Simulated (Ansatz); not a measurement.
Hf (hcp, Mg type)

```
CELL_PARAMETERS angstrom
      3.20412     0.00000     0.00000
     -1.60206     2.77485     0.00000
      0.00000     0.00000     5.06894
ATOMIC_POSITIONS crystal
  Hf 0.33333 0.66667 0.75000
  Hf 0.66667 0.33333 0.25000
```

Grid over V/V₀ and (c/a)/(c/a)₀, subscript 0 meaning the relaxed cell; the conventional c axis lies along z; no internal relaxation.

Calculation: PBE (plane waves to 420 eV, PAW, scalar-relativistic; Ansatz, an electronic-structure program). k mesh 17×17×9 (Γ-centred), Fermi-Dirac smearing 0.05 eV. Energies are smeared free energies. With partly filled bands, the response to shear is sensitive to the k mesh, so small differences along c/a are uncertain. Hf is run without spin polarisation. Hf was relaxed with its symmetry unable to fall. Spin-orbit coupling is left out, though Hf is heavy. The PAW data are Ansatz's earlier set. The zero of ΔE is the relaxed starting cell.

Task: Estimate the ΔE (kJ/mol of atoms) for all points of the grid V/V₀ = 0.960, 0.973, 0.987, 1.000, 1.013, 1.027, 1.040 by (c/a)/(c/a)₀ = 0.880, 0.920, 0.960, 1.000, 1.040, 1.080, 1.120.

Result: ΔE (kJ/mol of atoms), with V/V₀ across and (c/a)/(c/a)₀ down:

```
(c/a)/(c/a)₀ \ V/V₀  0.960  0.973  0.987  1.000  1.013  1.027  1.040
-------------------  -----  -----  -----  -----  -----  -----  -----
0.880                 10.7    9.8    9.2    8.9    8.8    9.0    9.4
0.920                  5.4    4.6    4.1    3.9    3.9    4.2    4.7
0.960                  2.3    1.5    1.1    0.9    1.0    1.4    1.9
1.000                  1.2    0.5    0.1    0.0    0.1    0.5    1.1
1.040                  2.1    1.4    1.0    0.9    1.0    1.4    2.0
1.080                  4.5    3.8    3.4    3.2    3.4    3.7    4.3
1.120                  8.2    7.5    7.1    6.9    7.0    7.4    7.9
```

(Under strain, the slope of the energy per volume gives the stress and its curvature an elastic modulus.)
